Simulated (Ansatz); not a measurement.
LiCl (rock salt, Fm-3m), plane-wave PAW r²SCAN (Ansatz code): ε∞ = 2.83, cell volume 33.41 Å³. Infrared-active transverse modes:

```csv
ω_TO (cm⁻¹),oscillator strength S_xx (e²/amu)
192.5,0.2365
```

Problem. Compute the static dielectric constant.

Solution. Each mode adds (4.921e7/V) S/ω²: 9.40. So ε0 = 12.2.

Problem. What LO frequency does the Lyddane–Sachs–Teller relation give?

Solution. ω_LO = ω_TO √(ε0/ε∞) = 400 cm⁻¹.

The cell was relaxed with r²SCAN under the symmetry of its start; phonons on a q-mesh show no instability.

Potentials: the later of the program's two PAW sets.
